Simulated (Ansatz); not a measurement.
**Structure relaxation, ZrS₂**

The start is a generated cell, ZrS2 built in the AFLOW prototype A2B_tI12_141_e_a (C5, as in TiO2). The structure is fully relaxed (lattice and positions, P = 0) with PBEsol (plane waves to 420 eV, PAW, scalar-relativistic; Ansatz, a quantum-chemistry and plane-wave program). First-step values are on the input's coarse k-mesh.

Ansatz input (later rounds restart from its end on a renewed k-mesh):
Ansatz 0.2 input:
```yaml
crystal:
  lattice:
    - [-2.2903876, 2.2903876, 5.7571328]
    - [2.2903876, -2.2903876, 5.7571328]
    - [2.2903876, 2.2903876, -5.7571328]
  atoms:
    - { symbol: S, position: [0.33306, 0.33306, 0] }
    - { symbol: S, position: [0.41694, 0.91694, 0.5] }
    - { symbol: S, position: [0.66694, 0.66694, 0] }
    - { symbol: S, position: [0.08306, 0.58306, 0.5] }
    - { symbol: Zr, position: [0.75, 0.25, 0.5] }
    - { symbol: Zr, position: [0, 0, 0] }
basis: { ecutwfc: 420, ecutrho_ratio: 4, xc_grid: 2, fft_grid_basis: typed }
kpoints: { mp_grid: { grid: [7, 7, 7] } }
hamiltonian:
  xc: pbesol
  dispersion: none
  pseudopotentials: { kind: paw }
scf: { occupations: { method: fermi_dirac, width: 0.05 } }
relax: { f_tol: 0.01, max_steps: 100, cell: { stress_tol: 0.02 } }
output: { forces: true, stress: true }
```

Question: What pressure does the first self-consistent step give?

Answer: +2.4 GPa (positive: the cell is compressed).

Question: Which atoms feel the largest initial force, and how large is it?

Answer: 0.69 eV/Å, on S1, S2, S3, S4 (atoms numbered as listed).

Question: By how much does the energy per atom fall from start to end?

Answer: 1.04 eV/atom.

Question: How does the volume per atom move from start to end?

Answer: +14.2 %, from 20.13 to 22.99 Å³/atom.

Question: How do the shortest distances between atoms change?

Answer: The closest pairs of elements (up to four, under 3.6 Å), start → end: S–Zr 2.48 → 2.53 Å; S–S 2.49 → 3.44 Å.

Question: Is the relaxed structure metallic? Give its gap.

Answer: 0.15 eV, indirect (valence top at X, conduction bottom at Γ) (no spin-orbit coupling).

The space group stays I4₁/amd (No. 141) (the run could not lower it); the end is anatase type, with 6 atoms in the primitive cell. Final values are on a 9×9×9 k-mesh of the relaxed cell. No spin polarisation in the result.

The run could not lose the symmetry of its start, so the end can be a saddle point.

The relaxed structure here is a generated cell of ZrS2: the first start was made by placing the elements on the sites of a structure type, and the end was not matched to a known phase here, so it may be hypothetical. Known forms of ZrS2 include space group No. 164.
